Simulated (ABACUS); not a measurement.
Set-up for a self-consistent single point of TiTe2 (P-3m1, 6 atoms in the cell; from Materials Project mp-1907, changed as shown).

```yaml
crystal:
  lattice:
    - [3.74773, 0.00000, 0.00000]
    - [0.00000, 6.49125, 0.00000]
    - [0.00000, 0.00000, 6.58389]
  atoms:
    - { symbol: Ti, position: [0.00000, 0.00000, 0.00000] }
    - { symbol: Ti, position: [0.50000, 0.50000, 0.00000] }
    - { symbol: Te, position: [0.50000, 0.16667, 0.74983] }
    - { symbol: Te, position: [0.00000, 0.33333, 0.25017] }
    - { symbol: Te, position: [0.00000, 0.66667, 0.74983] }
    - { symbol: Te, position: [0.50000, 0.83333, 0.25017] }
```

All values come from this method and carry its errors: ABACUS with PBE, numerical atomic orbitals TZDP (confined pseudo-atomic orbitals with Gaussian additions; energy shift 0.01 Ry), PseudoDojo 0.5 standard norm-conserving PBE (tails mended) pseudopotentials.

ABACUS settings:

| setting | value |
|---|---|
| basis | TZDP numerical atomic orbitals, energy shift 0.01 Ry |
| KPT | Gamma 6 4 4 0 0 0 |
| basis_type | lcao |
| dft_functional | PBE |
| ecutwfc | 100 Ry |
| smearing_method | fd |
| smearing_sigma | 0.00734986 Ry |
| potentials | PseudoDojo 0.5 standard norm-conserving PBE (tails mended) |
| symmetry | 1 |
| symmetry_prec | 1e-05 |
| ks_solver | genelpa |
| scf_nmax | 100 |
| scf_thr | 1.0e-07 |
| mixing_type | broyden |

Results:

```
Quantity                                                   Value
------------------------------------------------  --------------
Number of valence electrons                                   88
Number of bands                                               54
Number of k-points after the program's reduction              40
Size of the basis                                            234
Number of SCF iterations                                      12
Free energy E − TS                                -14639.2338 eV
Fermi level (on the code's own zero)                    10.56 eV
Pressure                                                4.01 GPa
Largest force (vector length)                         0.839 eV/Å
```

Forces (eV/Å):
| atom | Fx | Fy | Fz |
|---|---|---|---|
| Ti1 | 0.000 | 0.000 | 0.000 |
| Ti2 | 0.000 | 0.000 | 0.000 |
| Te3 | 0.000 | 0.008 | -0.839 |
| Te4 | 0.000 | -0.009 | 0.839 |
| Te5 | 0.000 | 0.009 | -0.839 |
| Te6 | 0.000 | -0.008 | 0.839 |

Stress (GPa, positive for compression):
```
 3.61   0.00   0.00
 0.00   3.39  -0.10
 0.00  -0.10   5.03
```

For comparison: a first run was changed to give this one (lattice scaled by 0.98), and from it to this one the free energy goes up by 19.0 meV/atom, the pressure goes from -0.15 to 4.01 GPa and the largest force goes from 0.246 to 0.839 eV/Å.

The atom-centred basis is finite, which shifts total energies, pressures and forces against plane waves. The structure comes from a collection of computed structures, made at another level of theory; the collection holds predicted forms beside known ones. No clean gap shows at this smearing width and mesh (spacing up to 0.28 Å⁻¹); the mesh is coarse for partly filled bands, so the values carry mesh errors. Semi-local functionals can close small gaps.

Cost on one core: very roughly 40 core-seconds.

The atomic orbitals were generated for these runs; they are not ABACUS's published sets and were checked against plane waves on a few crystals only.

“Tails mended”: in these copies of the files the far tail of each local potential was reset to the Coulomb form.
